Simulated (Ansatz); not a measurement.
In PBEsol in the plane-wave PAW code Ansatz, S in the α-S8 structure (Fddd) relaxes to a = 10.615 Å, b = 12.963 Å, c = 24.300 Å. S on 32h has 2 nearest neighbours from 2.06 Å (bent); S on 32h has 2 nearest neighbours from 2.06 Å (bent); S on 32h has 2 nearest neighbours from 2.06 Å (bent); S on 32h has 2 nearest neighbours from 2.06 Å (bent).

It is gapped at this level: 2.00 eV (indirect).

The PBEsol relaxation kept the symmetry of its start. A crystal of weakly bound molecules computed without a dispersion correction: the cell and the soft elastic constants depend strongly on that.

Potentials: the earlier of the program's two PAW sets.
